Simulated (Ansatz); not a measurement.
Relaxed PbS (rock salt):

```xyz
4
Lattice="0.0000 6.0089 6.0089 3.0045 0.0000 3.0045 3.0045 3.0045 0.0000" Properties=species:S:1:pos:R:3 pbc="T T T"
S      0.0000     0.0000     0.0000
S      3.0045     6.0089     3.0045
Pb     3.0045     3.0045     3.0045
Pb     3.0045     6.0089     6.0089
```

A phonon eigenvector at L = (0.5, 0.0, 0.0) is frozen into this cell: atom i moves by Q times the vector below, so Q is the largest atomic displacement, in Å. The cell is held. (q is in reciprocal vectors of the primitive cell; the cell shown is doubled to hold the pattern.)

```csv
atom,x,y,z
Pb3,0.577,-0.577,-0.577
Pb4,-0.577,0.577,0.577
```

Atoms not listed stay in place.

All values below come from PBE (plane waves to 420 eV, PAW, scalar-relativistic; Ansatz, a quantum-chemistry and plane-wave program). k mesh 5×10×10 (Γ-centred), Fermi-Dirac smearing 0.05 eV. The energy includes the smearing's −TS. PbS was relaxed with its symmetry unable to fall. Spin-orbit coupling is left out, though Pb is heavy. The zero of ΔE is the undisplaced structure.

| Q (Å) | ΔE (meV/cell) |
|---|---|
| -0.180 | 259.1 |
| -0.120 | 115.7 |
| -0.060 | 29.0 |
| 0.000 | 0.0 |
| 0.060 | 29.0 |
| 0.120 | 115.7 |
| 0.180 | 259.1 |

**Question.** Which DFPT wavenumber at L = (0.5, 0.0, 0.0) belongs to this mode?
A. 48 cm⁻¹
B. 103 cm⁻¹
C. 183 cm⁻¹
D. 226 cm⁻¹

**Answer.** B, 103 cm⁻¹. The curvature of the scan gives 103 cm⁻¹

(For displaced atoms, the force is minus the slope of the energy, and its curvature is a force constant, which sets phonon frequencies.)
